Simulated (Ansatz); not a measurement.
LiF:
Space group P6₃mc (No. 186); a = b = 3.081 Å, c = 4.787 Å, α = β = 90.00°, γ = 120.00°

```json
[
 {"atom": "Li", "site": "2b", "symmetry": "3m.", "x": "0.3333", "y": "0.6667", "z": "0.3824"},
 {"atom": "F", "site": "2b", "symmetry": "3m.", "x": "0.6667", "y": "0.3333", "z": "0.4926"}
]
```

Relaxed with r²SCAN. r²SCAN in the plane-wave PAW code Ansatz gives a gap of 8.58 eV.

Q: What gap does HSE06 give on the same cell (Ansatz, PAW)?

A: 10.02 eV, 1.44 eV more. The hybrid was solved on a coarser mesh and at special points; its gap is the smallest among all of these.

```json
[
 {"k": "Γ", "v1 r²SCAN": "0.00", "c1 r²SCAN": "8.58", "v1 HSE06": "0.00", "c1 HSE06": "10.02"},
 {"k": "A", "v1 r²SCAN": "-0.35", "c1 r²SCAN": "10.35", "v1 HSE06": "(withheld)", "c1 HSE06": "(withheld)"},
 {"k": "K", "v1 r²SCAN": "-0.65", "c1 r²SCAN": "12.87", "v1 HSE06": "(withheld)", "c1 HSE06": "(withheld)"},
 {"k": "H", "v1 r²SCAN": "-0.37", "c1 r²SCAN": "13.37", "v1 HSE06": "(withheld)", "c1 HSE06": "(withheld)"},
 {"k": "M", "v1 r²SCAN": "-0.41", "c1 r²SCAN": "12.06", "v1 HSE06": "-0.43", "c1 HSE06": "13.53"},
 {"k": "L", "v1 r²SCAN": "-0.57", "c1 r²SCAN": "12.08", "v1 HSE06": "(withheld)", "c1 HSE06": "(withheld)"}
]
```

Q: Top valence (v1) and lowest conduction level (c1) in eV from each method's valence maximum (which need not be a listed point): supply the withheld HSE06 values.

A: 
- K, v1 HSE06: -0.69
- K, c1 HSE06: 14.36
- A, v1 HSE06: -0.37
- A, c1 HSE06: 11.80
- L, v1 HSE06: -0.60
- L, c1 HSE06: 13.50
- H, v1 HSE06: -0.40
- H, c1 HSE06: 14.84

Cost on shared cores: the r²SCAN run (SCF on a 10×10×6 mesh, then bands and DOS) about 40 core-seconds (a rough figure), the HSE06 run (SCF on 8×8×4, then a few points) roughly 100 core-seconds; the tasks are unlike.

Space group P6_3mc (wurtzite). The workflow started from a Materials Project entry (that database holds measured and hypothetical structures alike); the Crystallography Open Database copy checked does not list it. It is not the phase usual at ambient conditions (space group No. 225). The cell was relaxed with r²SCAN under the symmetry of its start; phonons on a q-mesh show no instability.

Potentials: the later of the program's two PAW sets.
